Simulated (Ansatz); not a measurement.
CsCl (CsCl type, Pm-3m), a = b = c = 4.1404 Å, α = β = γ = 90.00°.

Relaxed with r²SCAN. The program Ansatz at the r²SCAN level (PAW) gives a gap of 5.91 eV.

Question: What gap does HSE06 give on the same cell (Ansatz, PAW)?

Answer: 6.53 eV, 0.61 eV more. The hybrid was solved on a coarser mesh and at special points; its gap is the smallest among all of these.

```
k  v1 r²SCAN  c1 r²SCAN  v1 HSE06  c1 HSE06
-  ---------  ---------  --------  --------
Γ       0.00       5.91      0.00      6.53
R      -1.06       9.14         ?         ?
M      -0.06       6.56         ?         ?
X      -0.22       6.95         ?         ?
```

Question: Top valence (v1) and lowest conduction level (c1) in eV from each method's valence maximum (which need not be a listed point): supply the withheld HSE06 values.

Answer: 
- R, v1 HSE06: -1.12
- R, c1 HSE06: 9.91
- M, v1 HSE06: -0.06
- M, c1 HSE06: 7.26
- X, v1 HSE06: -0.23
- X, c1 HSE06: 7.77

Cost on shared cores: the r²SCAN run (SCF on a 7×7×7 mesh, then bands and DOS) roughly 23 core-seconds, the HSE06 run (SCF on 5×5×5, then a few points) around 120 core-seconds (rough); the tasks are unlike.

The cell was relaxed with r²SCAN under the symmetry of its start. Scalar-relativistic: spin–orbit coupling is off unless named, which matters more the heavier the elements.

Potentials: the later of the program's two PAW sets.
